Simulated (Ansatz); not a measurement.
LiRh in space group P-6m2 (No. 187; Li on 1b, Rh on 1e), r²SCAN in the plane-wave PAW code Ansatz, all energies at zero smearing, with the estimated change up to a 700 eV cutoff added, with one set of potentials and settings (totals compare only within such a set). Cell of 2 atoms (1 Li, 1 Rh): -6620.757 eV.

| element | reference phase | E (eV/atom) |
|---|---|---|
| Li | Fm-3m, 1 atoms in the cell | -205.1371 |
| Rh | Fm-3m, 1 atoms in the cell | -6415.2735 |

Formation energy per atom, worked out: (-6620.757 − 1×(-205.1371) − 1×(-6415.2735))/2 = -0.173 eV/atom (-17 kJ per mol of atoms), at 0 K, without zero-point energy or fitted corrections.

The workflow started from a Materials Project entry (that database holds measured and hypothetical structures alike); the Crystallography Open Database copy checked does not list it. With Li and Rh taken as one species the cell has the higher symmetry P6_3/mmc, so it may be an ordered model of a mixed-site phase. Whether it is the stable phase at ambient conditions was not checked. The cell was relaxed with r²SCAN under the symmetry of its start; whether a distortion lowers the energy is not shown. Spin order of the final state: ferromagnetic, the only order run, not a proven ground state. The cell computed holds one magnetic atom, so no antiferromagnetic order was within reach. Other orbital occupations within this spin state were not tried. The references are the lowest solids computed at this level, not always the standard phases.

Potentials: the later of the program's two PAW sets.
